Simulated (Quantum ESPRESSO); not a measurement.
# Strain and stress in GaGe6P

The results below are calculated, not measured. They come from pw.x of Quantum ESPRESSO 7.5, a plane-wave density functional program, with PseudoDojo standard norm-conserving files (v0.5 for PBE, v0.4.1 for LDA and PBEsol). The cells are made up: elements, strain and atom displacements were drawn at random, and nothing was relaxed. There is no spin polarisation, spin-orbit coupling or dispersion term.

The cell has 8 sites of a zincblende or diamond lattice. Sites 1 to 4 hold Ga Ge Ge P; sites 5 to 8 hold Ge Ge Ge Ge. Cell vectors in Å: (5.870, 0.010, -0.056); (0.010, 5.798, 0.046); (-0.056, 0.046, 5.943). Settings: PBE, cutoff 1088 eV, 6 x 6 x 6 k mesh shifted by half a step, Fermi-Dirac smearing of 0.1 eV.

Each run adds a strain along z to one cell, with the atoms carried along; the vectors above are those of run 5. Stress is positive in tension and P is minus a third of its trace. E is the free energy for each atom above the lowest run shown.

```
run  strain (%)  s_xx (GPa)  s_yy (GPa)  s_zz (GPa)  s_xy (GPa)  P (GPa)  E (meV/atom)
  1       -2.45        3.04        2.33        2.28        0.75    -2.55          0.00
  2       -1.71        3.23        2.54        2.90        0.72    -2.89          3.03
  3       -1.23        3.34        2.66        3.29        0.70    -3.10          5.36
  4       -0.47        3.50        2.85        3.90        0.68    -3.42          9.67
  5       -0.09        3.58        2.93        4.20        0.67    -3.57         12.09
  7        2.01        3.96        3.35        5.76        0.60    -4.36         28.63
  6        0.56           ?           ?           ?           ?        ?             ?
```

A rerun of one of these cells at 1377 eV and k mesh 8 x 8 x 8 moved values by no more than 0.002 eV in the cell's energy, 0.02 GPa in stress and 0.003 eV/Å in force.

## Worked fit

A parabola through the six runs shown gives s_zz = 4.27 + 0.77 e - 0.015 e² GPa, with e in per cent and a scatter of 0.01 GPa. The slope is a stiffness of 77 ± 1 GPa for each unit of this strain at e = 0. The atoms are clamped, and relaxing them would in general lower it. The error is the larger of the fit's own and the change that a cubic makes, rounded up.

## Withheld run

Question: what s_zz should run 6 give?

The fit gives 4.70 GPa. The calculation gave 4.70 GPa.

| run | strain (%) | s_xx (GPa) | s_yy (GPa) | s_zz (GPa) | s_xy (GPa) | P (GPa) | E (meV/atom) |
| --- | --- | --- | --- | --- | --- | --- | --- |
| 6 | 0.56 | 3.71 | 3.07 | 4.70 | 0.64 | -3.83 | 16.65 |